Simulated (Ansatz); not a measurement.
In CuZn (CsCl type) the Cu atom of the primitive cell, with all its periodic images, is moved by 0.02 Å along x.

```
Cu Zn
1.0
     2.97000    0.00000    0.00000
     0.00000    2.97000    0.00000
     0.00000    0.00000    2.97000
Cu Zn
1 1
Direct
  0.00673 0.00000 0.00000
  0.50000 0.50000 0.50000
```

Computed with PBE, plane waves, PAW datasets (generated hard set) in Ansatz.

Cutoff 700 eV; k-mesh 8×8×8 Γ-centred; Fermi–Dirac smearing of 0.1 eV; no spin polarisation.

What force results, and what does it mean for the zone-centre vibration?

The force on it along the displacement is -0.0864 eV/Å, a force constant of 4.32 eV/Å². With the reduced mass of 32.22 u the zone-centre optical mode lies at 191 cm⁻¹ (5.72 THz) in this finite-step estimate.

| atom | Fx (eV/Å) | Fy (eV/Å) | Fz (eV/Å) |
| --- | --- | --- | --- |
| Cu1 | -0.0864 | 0.0000 | 0.0000 |
| Zn2 | 0.0864 | 0.0000 | 0.0000 |

The k-mesh is modest, so these values aren't fully converged in k.
